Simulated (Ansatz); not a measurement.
Polymorphs of TiO$_{2}$, each relaxed with plane-wave PAW r²SCAN (Ansatz code):

A: P3_121, a = b = 5.5532 Å, c = 6.0498 Å, α = β = 90.00°, γ = 120.00°

B: C2/m, a = 12.191 Å, b = 3.733 Å, c = 6.561 Å, α = 90.00°, β = 107.00°, γ = 90.00°

C: P2_1/c, a = 4.804 Å, b = 4.867 Å, c = 5.041 Å, α = γ = 90.00°, β = 99.88°

D: Pbcn, a = 4.5461 Å, b = 5.5139 Å, c = 4.8946 Å, α = β = γ = 90.00°

Problem. Order them by energy per atom at 0 K (lowest first) at the level r²SCAN.

Solution. B (+0 meV/atom), D (+6 meV/atom), C (+38 meV/atom), A (+134 meV/atom)

Problem. Give each one's gap.

Solution. A 4.06 eV; B 3.20 eV; C 2.70 eV; D 3.05 eV.

Not the usual ambient phase: A; B; C; D. Unstable at this level: A. All cells were relaxed under the symmetry of their starts (and spin orders); stability against distortions was not tested throughout. Rows with no word on spin ran without spin polarisation.

Energies hold the estimated change up to a 700 eV cutoff; steps of a few meV lie near the error of the meshes.

Potentials: the earlier of the program's two PAW sets.
